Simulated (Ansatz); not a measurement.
input.yaml (Ansatz)

```yaml
crystal:
  lattice:
    - [4.3975011113, 0.0, 0.0]
    - [-2.1987505556, 3.8083476756, 0.0]
    - [0.0, 0.0, 7.1946604314]
  atoms:
    - { symbol: Ba, position: [0.3333333333, 0.6666666667, 0.25] }
    - { symbol: Ba, position: [0.6666666667, 0.3333333333, 0.75] }
hamiltonian:
  xc: pbesol
  pseudopotentials:
    kind: paw
    azcp:
      Ba: "pseudopotentials/Ba.paw.azcp"
basis:
  ecutwfc: 420
  fft_grid_basis: typed
kpoints:
  mp_grid: { grid: [10, 10, 5], shift: [0, 0, 0] }
magnetization:
  spin_polarized: false
scf:
  occupations: { method: fermi_dirac, width: 0.1 }
  lower_state_search: "off"
output:
  stress: true
```

Terminal output

```
Warning: the record states the generating functional pbe (its physics header spells it `PBE`), which answers neither for hamiltonian.xc's functional nor for the pbesol family's — results may be inconsistent (PPs are generated against a specific XC)
Engine: ansatz 0.2.0, x86_64-unknown-linux-gnu
Pseudopotentials: kind: paw
Pseudopotential: Ba, paw, valence charge 10, recommended cutoff 420 eV (normal) 
Functional definition: PBEsol
  exchange = pbesol_x
  correlation = pbesol_c
Crystal: 2 atoms, lattice volume = 120.491 Å³
Basis set: ecut = 420 eV, 2347 PW (Γ)
Bands: 14, of which v1, the nominal top of the filled ones, is band 10 counted from 1 (9 counted from 0)
Symmetry: 24 space group operations
Space group: P63/mmc (ITA 194), of the structure as read, at distance tolerance 4.9e-5 Å
k-points: 42 of 500
Non-local potential: Ba, projectors of the file, l = 0: 3, l = 1: 2, l = 2: 2, l = 3: 2
PAW form: soft (Blöchl's): semilocal exchange-correlation on the pseudo side does not see the compensation charge
PAW frozen core: Ba, regenerated for the run's functional, and the local potential with it (the file was generated under x = pbe(κ = 0.804, μ = 0.2195149727645171), c = pbe(β = 0.06672455060314922))
PAW one-centre angular grid: Ba, 194 points (default); XC on 64 Gauss nodes
Initial density: superposition of atomic densities (neutral atoms: chi_scale 0, normalization atom), corrected by the library's trained network
Initial wavefunctions: pseudopotential atomic-orbital guess
Functional: x = pbesol(κ = 0.804, μ = 0.12345679012345678), c = pbesol(β = 0.046)
SCF iter   1: F=—  HF=-11725.244596 eV  |F-HF|=—  |Δ(HF+E_count)|=         —  Δρ=1.83e-3  dr2=6.03e-3  ethr=1.77e-3  ⟨swp⟩=6.6  Hψ=3905  notcnv=0
SCF iter   2: F=—  HF=-11725.244226 eV  |F-HF|=—  |Δ(HF+E_count)|=   3.71e-4  Δρ=1.16e-3  dr2=2.94e-3  ethr=3.02e-5  ⟨swp⟩=2.3  Hψ=1231  notcnv=0
SCF iter   3: F=—  HF=-11725.243750 eV  |F-HF|=—  |Δ(HF+E_count)|=   4.76e-4  Δρ=2.04e-4  dr2=9.02e-5  ethr=1.47e-5  ⟨swp⟩=1.3  Hψ=606  notcnv=0
SCF iter   4: F=—  HF=-11725.243748 eV  |F-HF|=—  |Δ(HF+E_count)|=   1.73e-6  Δρ=5.47e-5  dr2=2.21e-6  ethr=4.51e-7  ⟨swp⟩=3.0  Hψ=1043  notcnv=0
SCF iter   5: F=—  HF=-11725.243749 eV  |F-HF|=—  |Δ(HF+E_count)|=   1.35e-6  Δρ=9.99e-6  dr2=1.53e-7  ethr=1.10e-8  ⟨swp⟩=2.8  Hψ=1032  notcnv=0
SCF iter   6: F=-11725.243749 eV  HF=-11725.243749 eV  |F-HF|=1.32e-9  |Δ(HF+E_count)|=   7.13e-8  Δρ=1.62e-6  dr2=4.64e-9  ethr=5.00e-10  ⟨swp⟩=4.1  Hψ=2083  notcnv=0
SCF 1 converged in 6 iterations: F = -11725.243749 eV  dr2 = 4.64e-9
SCF converged after 6 iterations
Free energy (F): -11725.243749 eV
Harris-Foulkes:  -11725.243749 eV  (|F-HF|=1.32e-9)
Internal energy: -11725.134449 eV  (E = F + TS)
E sigma→0 (E₀):  -11725.189099 eV
Entropy (-TS):   -0.109300 eV (-54.650 meV/atom)
Fermi energy:    6.079417 eV
--- Per-component energies (eV) ---
  E_band       = -163.082677
  E_kinetic    = 333.432320
  E_local      = -734.586650  (includes V_loc(G=0)·N_el)
  E_nonlocal   = 117.032385
  E_hartree    = 230.909945
  E_xc         = -330.338396
  E_vxc        = -266.806772  (∫ρ·V_xc dr)
  E_paw        = -10281.005743  (= ΣΔE_a)
  E_vpaw       = -73.973315  (= ΣTr[D̂ρ^β])
  E_aug_tail   = -0.000004  (compensation charges beyond the density's cutoff)
  E_ewald      = -1060.881174
  E_core_change = 0.302866  (= ΣΔE_core)
  E_smearing   = -0.109300  (= −TS)
  E_closure    = 0.000000  (closes the sum)
  Σ components = -11725.243749   (vs F -11725.243749, Δ=0.00e0)
--- Stress (GPa, compression-positive) ---
       -0.262741       0.000000       0.000000
        0.000000      -0.262741       0.000000
        0.000000       0.000000      -0.295158
  P = ⅓ Tr σ = -0.2735 GPa (-2.735 kbar)
```

Command:

```sh
ansatz run input.yaml --threads 2 --pin off --max-ram 5120MiB --backend cpu --events-out ev --progress --plain --runs-dir out
```

On 2 threads of Intel(R) Xeon(R) 6975P-C (Granite Rapids) (shared host) this took about 1.3 s of wall time and 2.2 s of CPU time.
